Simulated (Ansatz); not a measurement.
GaCuSe$_{2}$:
```
GaCuSe2
1.0
   -2.80414     2.80414     5.54874
    2.80414    -2.80414     5.54874
    2.80414     2.80414    -5.54874
Cu Ga Se
2 2 4
Cartesian
  0.00000   2.80414   2.77437
  0.00000   0.00000   0.00000
  2.80414   0.00000   2.77437
  0.00000   0.00000   5.54874
  1.40207   1.38154  -1.38719
  1.40207   1.42259   4.16156
  1.42259  -1.40207   6.93593
  1.38154   4.20620   1.38719
```

Relaxed with r²SCAN. Independent-particle spectrum: no excitons, no local fields, no scissors shift; 0.1 eV broadening; ε₁ of the summed bands alone.

Tabulate the dielectric function from plane-wave PAW r²SCAN (Ansatz code).



```csv
E (eV),ε₁ xx,ε₂ xx,ε₁ zz,ε₂ zz
0.0,9.70,0.00,9.69,0.00
0.3,9.84,0.00,9.87,0.00
0.6,10.52,0.10,10.72,0.61
0.9,10.72,1.28,10.26,1.47
1.2,10.64,1.69,10.24,1.67
1.5,11.08,2.08,10.71,1.95
1.8,12.25,3.06,12.03,2.78
2.1,12.43,7.66,11.62,7.56
2.4,7.04,7.40,7.44,6.43
2.7,6.91,5.67,7.54,5.57
3.0,7.24,5.44,7.61,5.15
3.3,5.93,5.50,7.38,6.45
3.6,7.61,4.45,6.77,6.27
3.9,8.11,6.24,6.65,5.51
4.2,7.25,8.52,5.67,8.37
4.5,5.86,6.62,5.40,4.45
4.8,7.54,7.73,7.74,6.90
5.1,5.12,10.16,6.98,8.83
5.4,2.95,8.90,3.96,9.59
5.7,3.62,8.22,4.33,7.49
6.0,2.85,9.47,4.35,12.28
6.3,0.43,8.21,-0.13,9.20
6.6,1.02,7.51,0.32,8.09
6.9,1.82,8.19,-0.50,8.71
7.2,-0.92,9.44,-2.00,7.18
7.5,-1.99,6.87,-1.43,6.07
7.8,-1.70,6.24,-1.55,5.43
8.1,-1.82,5.67,-1.19,4.79
8.4,-2.23,5.17,-1.15,5.07
8.7,-2.07,4.86,-1.13,5.28
9.0,-2.31,4.08,-2.15,4.52
9.3,-2.31,3.71,-2.32,3.87
9.6,-2.07,3.33,-2.19,3.36
9.9,-2.18,3.20,-1.97,3.09
10.2,-2.29,2.71,-1.89,3.15
10.5,-2.12,2.28,-2.10,2.59
10.8,-1.97,1.97,-2.00,2.17
11.1,-1.74,1.72,-1.75,1.92
11.4,-1.59,1.51,-1.62,1.55
11.7,-1.39,1.30,-1.47,1.54
12.0,-1.16,1.18,-1.33,1.31
```

From ε at 1.1 eV (xx: 10.61 + 1.58i), find n, k, the normal reflectivity and the absorption coefficient.

n = 3.27, k = 0.242, R = 28 %, α = 2kE/ħc = 27000 cm⁻¹.

With all bands, ε∞ without local fields is 9.80 (xx = yy), 9.79 (zz).

Space group I-42d (chalcopyrite). The cell was relaxed with r²SCAN under the symmetry of its start. No spin polarisation was allowed. Scalar-relativistic: spin–orbit coupling is off unless named, which matters more the heavier the elements.

Potentials: the later of the program's two PAW sets.
